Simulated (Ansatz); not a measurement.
The cell is Ga4P3N as one 8-atom ordering (P-43m) on the zincblende lattice; cell and atoms were relaxed with r2SCAN. The symmetry is P-43m (No. 215, cubic); a = 5.214 Å in the conventional setting, 17.72 Å³ an atom. N has 4 Ga at 2.06 Å; Ga has 1 N at 2.06 Å and 3 P at 2.33 Å; P has 4 Ga at 2.33 Å.

```
N Ga P
1.0
     5.21397    0.00000    0.00000
     0.00000    5.21397    0.00000
     0.00000    0.00000    5.21397
N Ga P
1 4 3
Cartesian
  0.0000 0.0000 0.0000
  4.0265 4.0265 4.0265
  1.1874 1.1874 4.0265
  1.1874 4.0265 1.1874
  4.0265 1.1874 1.1874
  2.6070 2.6070 0.0000
  2.6070 0.0000 2.6070
  0.0000 2.6070 2.6070
```

3 runs of the plane-wave code Ansatz on this cell differ in the functional (and in the settings that go with it). Levels are in eV from each run's valence top; v1 is the last filled band, c1 the first empty one.

Run A, mean stress +3.1 GPa (compression positive):

| point | v2 | v1 | c1 | c2 |
| --- | --- | --- | --- | --- |
| Γ | 0.00 | 0.00 | 0.29 | 1.48 |
| X | -1.20 | -1.20 | 2.41 | 2.58 |
| M | -1.04 | -0.43 | 2.25 | 3.01 |
| R | -0.32 | -0.32 | -0.11 | 2.68 |

Run B, mean stress +0.5 GPa (compression positive):

| point | v2 | v1 | c1 | c2 |
| --- | --- | --- | --- | --- |
| Γ | 0.00 | 0.00 | 1.05 | 2.14 |
| X | -1.30 | -1.30 | 3.16 | 3.52 |
| M | -1.10 | -0.47 | 3.15 | 4.03 |
| R | -0.36 | -0.36 | 0.64 | 3.62 |

Run C, mean stress 0.0 GPa (compression positive):

| point | v2 | v1 | c1 | c2 |
| --- | --- | --- | --- | --- |
| Γ | 0.00 | 0.00 | 0.58 | 1.76 |
| X | -1.25 | -1.25 | 2.70 | 2.90 |
| M | -1.09 | -0.45 | 2.56 | 3.35 |
| R | -0.33 | -0.33 | 0.12 | 3.12 |

Problem. Match the runs to PBE, r2SCAN, HSE06.

Solution. A is PBE, B is HSE06, C is r2SCAN. In order of the gap: PBE none (overlap 0.11), r2SCAN 0.12, HSE06 0.64 eV. The stress vanishes for r2SCAN, which relaxed the cell.

The cell comes from a prototype generator: it can be a known phase or a hypothetical one. Spin polarisation is off.

The program warns that its thresholds are loose for a hybrid's stress.

Where bands overlap, v1 and c1 are numbered by the electron count and aren't everywhere filled or empty.

Where bands overlap the cell is a metal at that level, and these k meshes limit energies, forces and stress. Overlaps of a few tenths of an eV in semilocal functionals can be an artefact that a hybrid or GW lifts.

The meshes of the hybrids are coarse, so their gaps aren't converged to the digits shown.
